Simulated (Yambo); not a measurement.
Ag2S (space group P1, No. 1), G0W0@PBEsol in Yambo with this input:

```
rim_cut
gw0
dyson
el_el_corr
HF_and_locXC
ppa
em1d
RandQpts= 1000000
RandGvec= 1 Ry
EXXRLvcs= 82 Ry
VXCRLvcs= 328 Ry
Chimod= "HARTREE"
% BndsRnXp
 17 | 160 |
%
NGsBlkXp= 6 Ry
% LongDrXp
 1.0 | 1.0 | 1.0 |
%
PPAPntXp= 27.2114 eV
% GbndRnge
 1 | 160 |
%
GTermKind= "BG"
DysSolver= "n"
ExtendOut
```

On a 4×4×2 mesh, with wavefunctions cut at 82 Ry, the gap ((0, -0.5, 0) → Γ) is 2.106 eV and the valence edge shifts by -0.448 eV.

### Question
What happens with this change: 78 bands in G?

### Answer
The gap rises by 0.058 eV, to 2.164 eV; the shift of the valence edge becomes -0.379 eV. Neither run is shown to be the converged limit.

Spin-orbit coupling is not included.

Geometry of the Materials Project entry, not relaxed at this level; primitive cell a = 4.2415 Å, b = 4.2635 Å, c = 7.6796 Å, α = 89.15°, β = 89.60°, γ = 68.38°.

The structure is a Materials Project entry; no match was found in the copy of COD used, and its stability was not checked.

A shift is the quasiparticle energy of the state minus its PBEsol energy.
